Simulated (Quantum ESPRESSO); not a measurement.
Al2SiO2N2, input and log of a self-consistent run

Simulated, not a measurement. The program is pw.x of Quantum ESPRESSO 7.5 (plane-wave density functional theory). The cell is made up: 7 atoms on a wurtzite lattice with one site empty, with randomly drawn elements, strain and displacements, not relaxed. PseudoDojo standard norm-conserving files (v0.5 for PBE, v0.4.1 for LDA and PBEsol) set the functional; there is no spin polarisation, spin-orbit coupling or dispersion term, and the masses in the input are unused placeholders.

Input:

```
&control calculation='scf', pseudo_dir='./dojo.nc.sr.pbe.v0_5.standard.upf', outdir='./o', disk_io='low', tprnfor=.true., tstress=.true. /
&system ibrav=0, nat=7, ntyp=4, nbnd=22, ecutwfc=105.61755193, nosym=.true., tot_charge=0,
 occupations='smearing', smearing='fd', degauss=0.0018374661
/
&electrons conv_thr=7.350e-09, electron_maxstep=60, /
ATOMIC_SPECIES
Al 1.0 Al.upf
N 1.0 N.upf
O 1.0 O.upf
Si 1.0 Si.upf
CELL_PARAMETERS angstrom
2.9957 0.0 0.0
0.0 5.1886 0.0
0.0 0.0 4.8919
ATOMIC_POSITIONS angstrom
Al 0.0208 -0.015 0.0218
Si 1.44 2.6219 0.0017
Al 0.0214 3.4203 2.4234
O -0.0082 -0.0071 1.824
O 1.464 2.5555 1.8538
N 1.5162 0.8888 4.2731
N 0.0022 3.4827 4.2196
K_POINTS automatic
8 6 6 1 1 1
```

The log is shortened where brackets say so; the opening notice, blank lines, dates and the lines on written files are dropped, and the path of the files is cut. It prints rydbergs, bohrs and kilobars, and counts compression as positive stress. With no partly filled state, the Fermi energy that it prints is only some level between the filled and the empty states on the mesh, and need not lie in the true gap.

```
     Program PWSCF v.7.5
     Parallel version (MPI & OpenMP), running on       4 processor cores
     Number of MPI processes:                 4
     Threads/MPI process:                     1
     [start-up lines left out]
     bravais-lattice index     =            0
     lattice parameter (alat)  =       5.6611  a.u.
     unit-cell volume          =     513.1244 (a.u.)^3
     number of atoms/cell      =            7
     number of atomic types    =            4
     number of electrons       =        32.00
     number of Kohn-Sham states=           22
     kinetic-energy cutoff     =     105.6176  Ry
     charge density cutoff     =     422.4702  Ry
     scf convergence threshold =      7.3E-09
     mixing beta               =       0.7000
     number of iterations used =            8  plain     mixing
     Exchange-correlation= PBE
                           (   1   4   3   4   0   0   0)
     [axes and pseudopotential details left out]
   Cartesian axes
     site n.     atom                  positions (alat units)
         1        Al     tau(   1) = (   0.0069433  -0.0050072   0.0072771  )
         2        Si     tau(   2) = (   0.4806890   0.8752212   0.0005675  )
         3        Al     tau(   3) = (   0.0071436   1.1417365   0.8089595  )
         4        O      tau(   4) = (  -0.0027373  -0.0023701   0.6088727  )
         5        O      tau(   5) = (   0.4887005   0.8530560   0.6188203  )
         6        N      tau(   6) = (   0.5061254   0.2966919   1.4264112  )
         7        N      tau(   7) = (   0.0007344   1.1625663   1.4085523  )
     number of k points=   144  Fermi-Dirac smearing, width (Ry)=  0.0018
     Number of k-points >= 100: set verbosity='high' to print them.
     Dense  grid:    75273 G-vectors     FFT dimensions: (  40,  72,  64)
     Estimated max dynamical RAM per process >     200.79 MB
     Estimated total dynamical RAM >     748.02 MB
     Initial potential from superposition of free atoms
     starting charge      31.9945, renormalised to      32.0000
     Starting wfcs are   28 randomized atomic wfcs
     total cpu time spent up to now is        7.3 secs
     per-process dynamical memory:   171.0 Mb
     Self-consistent Calculation
     iteration #  1     ecut=   105.62 Ry     beta= 0.70
     Davidson diagonalization with overlap
     ethr =  1.00E-02,  avg # of iterations =  3.2
     total cpu time spent up to now is       22.7 secs
     total energy              =    -124.85497394 Ry
     estimated scf accuracy    <       2.13852214 Ry
     iteration #  2     ecut=   105.62 Ry     beta= 0.70
     Davidson diagonalization with overlap
     ethr =  6.68E-03,  avg # of iterations =  2.5
     total cpu time spent up to now is       37.1 secs
     total energy              =    -124.51482842 Ry
     estimated scf accuracy    <       5.55440987 Ry
     iteration #  3     ecut=   105.62 Ry     beta= 0.70
     Davidson diagonalization with overlap
     ethr =  6.68E-03,  avg # of iterations =  2.0
     total cpu time spent up to now is       49.5 secs
     total energy              =    -125.77768281 Ry
     estimated scf accuracy    <       0.63406826 Ry
     iteration #  4     ecut=   105.62 Ry     beta= 0.70
     Davidson diagonalization with overlap
     ethr =  1.98E-03,  avg # of iterations =  1.3
     total cpu time spent up to now is       60.4 secs
     total energy              =    -125.81336976 Ry
     estimated scf accuracy    <       0.10440537 Ry
     iteration #  5     ecut=   105.62 Ry     beta= 0.70
     Davidson diagonalization with overlap
     ethr =  3.26E-04,  avg # of iterations =  2.5
     total cpu time spent up to now is       72.9 secs
     total energy              =    -125.81633468 Ry
     estimated scf accuracy    <       0.02175892 Ry
     [iterations 6 to 8 left out]
     iteration #  9     ecut=   105.62 Ry     beta= 0.70
     Davidson diagonalization with overlap
     ethr =  1.65E-07,  avg # of iterations =  2.0
     total cpu time spent up to now is      132.7 secs
     total energy              =    -125.82099920 Ry
     estimated scf accuracy    <       0.00000419 Ry
     iteration # 10     ecut=   105.62 Ry     beta= 0.70
     Davidson diagonalization with overlap
     ethr =  1.31E-08,  avg # of iterations =  2.3
     total cpu time spent up to now is      145.5 secs
     total energy              =    -125.82100050 Ry
     estimated scf accuracy    <       0.00000085 Ry
     iteration # 11     ecut=   105.62 Ry     beta= 0.70
     Davidson diagonalization with overlap
     ethr =  2.66E-09,  avg # of iterations =  2.1
     total cpu time spent up to now is      157.9 secs
     total energy              =    -125.82100065 Ry
     estimated scf accuracy    <       0.00000016 Ry
     iteration # 12     ecut=   105.62 Ry     beta= 0.70
     Davidson diagonalization with overlap
     ethr =  5.12E-10,  avg # of iterations =  2.0
     total cpu time spent up to now is      170.3 secs
     total energy              =    -125.82100067 Ry
     estimated scf accuracy    <       0.00000002 Ry
     iteration # 13     ecut=   105.62 Ry     beta= 0.70
     Davidson diagonalization with overlap
     ethr =  5.04E-11,  avg # of iterations =  2.4
     total cpu time spent up to now is      183.9 secs
     End of self-consistent calculation
     Number of k-points >= 100: set verbosity='high' to print the bands.
     the Fermi energy is     8.1865 ev
!    total energy              =    -125.82100067 Ry
     estimated scf accuracy    <          9.3E-10 Ry
     smearing contrib. (-TS)   =      -0.00000000 Ry
     internal energy E=F+TS    =    -125.82100067 Ry
     The total energy is F=E-TS. E is the sum of the following terms:
     one-electron contribution =     -22.76044745 Ry
     hartree contribution      =      31.31591502 Ry
     xc contribution           =     -36.82945594 Ry
     ewald contribution        =     -97.54701230 Ry
     convergence has been achieved in  13 iterations
     Forces acting on atoms (cartesian axes, Ry/au):
     atom    1 type  1   force =    -0.00614164    0.15570360    0.04692590
     atom    2 type  4   force =     0.03774794   -0.20317631   -0.02919557
     atom    3 type  1   force =    -0.03445323    0.10631179   -0.07651656
     atom    4 type  3   force =     0.00222614   -0.15069342   -0.02846485
     atom    5 type  3   force =     0.02872236    0.04833844   -0.09539373
     atom    6 type  2   force =    -0.00810324    0.12924433    0.07441737
     atom    7 type  2   force =    -0.01999833   -0.08572842    0.10822744
     Total force =     0.407358     Total SCF correction =     0.000047
     Computing stress (Cartesian axis) and pressure
          total   stress  (Ry/bohr**3)                   (kbar)     P=      -19.38
   0.00044500  -0.00011150  -0.00001295           65.46      -16.40       -1.90
  -0.00011150  -0.00095202   0.00024386          -16.40     -140.05       35.87
  -0.00001295   0.00024386   0.00011186           -1.90       35.87       16.45
     init_run     :      6.86s CPU      7.13s WALL (       1 calls)
     electrons    :    175.48s CPU    176.64s WALL (       1 calls)
     forces       :      2.58s CPU      2.62s WALL (       1 calls)
     stress       :      8.82s CPU      8.83s WALL (       1 calls)
     [timing details left out]
     PWSCF        :   3m13.99s CPU   3m15.53s WALL
     JOB DONE.
```

In other units: free energy -1711.882 eV for the cell, pressure -1.94 GPa, largest force component 5.224 eV/Å. This run is the check on a run of the same cell at 1143 eV and a 6 x 4 x 4 mesh: rerunning at 1437 eV and a 8 x 6 x 6 mesh moved values by no more than 0.002 eV in energy, 0.02 GPa in stress and 0.002 eV/Å in force.